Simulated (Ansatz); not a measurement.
## TiAs: do energies and stresses tell the same story?

These are results of DFT r2SCAN, scalar-relativistic, plane waves, PAW in Ansatz, not measurements.

Cutoff 500 eV; k points 12×12×8 on the computed 4-atom cell (Γ-centred); Gaussian smearing, width 0.10 eV; no spin polarisation.

Relaxed cell: P6_3/mmc, a = 3.671 Å, b = 3.671 Å, c = 6.040 Å, α = 90.00°, β = 90.00°, γ = 120.00°, 4 atoms in the primitive cell. Whether it is the stable form of this composition wasn't checked.

Energies at zero smearing and pressures from the stress tensor, at volumes with shape and atoms relaxed:
```
V (Å³/atom) E − E(first) (meV/atom) P (GPa)
     16.562                     0.00     8.58
     17.091                   -20.46     3.96
     17.620                   -26.79     0.03
     18.148                   -21.16    -3.34
     18.677                    -5.17    -6.26
```

Problem. Check P = −dE/dV between neighbouring volumes, and get the bulk modulus from the pressures alone.

Solution. With 1 eV/Å³ = 160.2 GPa:
```tsv
middle V (Å³/atom)	−ΔE/ΔV (GPa)	mean P (GPa)
16.827	6.200	6.267
17.355	1.921	1.993
17.884	-1.708	-1.657
18.412	-4.845	-4.801
```

The two differ by 0.07 GPa at most. The mean of two end pressures misses the average over a step by about ΔV² P″/12, up to 0.06 GPa here; with that taken off 0.02 GPa remains. Around V = 17.620 Å³/atom, the two neighbours give B = −V ΔP/ΔV = 17.620 × 7.30 / 1.057 = 121.7 GPa, against B0 = 121.3 GPa from the Birch–Murnaghan fit of the energies.